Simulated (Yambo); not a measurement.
Material: NaCuO2 (space group C2/m, No. 12) under isotropic strain of -0.7 % on all lattice vectors; a = b = 3.4945 Å, c = 6.0137 Å, α = β = 118.05°, γ = 45.74° (4 atoms in the cell). The PBEsol cell relaxed from Materials Project entry mp-4541 was given an isotropic strain of -0.7 % on all lattice vectors, and the atoms were relaxed again.

With PBEsol (pw.x of Quantum ESPRESSO, ONCV potentials, no spin-orbit coupling), the gap between the mesh's edge points ((0, 0, -0.5) → (0.167, -0.167, -0.5)) is 0.547 eV.

Task: What does a G0W0 run in Yambo give for it (6×6×2 Γ-centred k mesh, bands 6 to 94 and a 8 Ry block in the screening, 94 bands in G with the Bruneval-Gonze terminator, plasmon pole fitted at 27.2 eV)?

Result: The correction is 1.651 eV, giving 2.198 eV, 4.0 times the PBEsol value. The mesh misses a band edge: along a dense path the PBEsol gap is 0.47 eV against 0.55 eV on the mesh. Convergence of the G0W0 settings was not tested. Oxides, nitrides and fluorides with a shallow 3d shell are known to need far more bands and larger blocks. The 3d shell has no Hubbard U; the runs are without spin polarisation, and magnetic order was not tried.
